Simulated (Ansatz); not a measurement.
The relaxed structure here is a generated cell of Cu: the first start was made by placing the elements on the sites of a structure type, and the end was not matched to a known phase here, so it may be hypothetical. Known forms of Cu include space group No. 225.

The end point of a relaxation of Cu. Space group Im-3m (No. 229), bcc (W type). The numbers are results of PBEsol (plane waves to 420 eV, PAW, scalar-relativistic; Ansatz, a quantum-chemistry and plane-wave program), not measurements.

```xyz
1
Lattice="-1.4161 1.4161 1.4161 1.4161 -1.4161 1.4161 1.4161 1.4161 -1.4161" Properties=species:S:1:pos:R:3 pbc="T T T"
Cu     0.0000     0.0000     0.0000
```

```json
{
 "volume_per_atom": "11.36 Å³",
 "density": "9.29 g/cm³",
 "band_gap": "no gap (metallic)",
 "shortest_distances": "Cu–Cu 2.45 Å",
 "k-mesh": "23×23×23"
}
```

No spin polarisation in the result.

The run could not lose the symmetry of its start: the end is stationary, and may be a saddle point rather than a minimum.
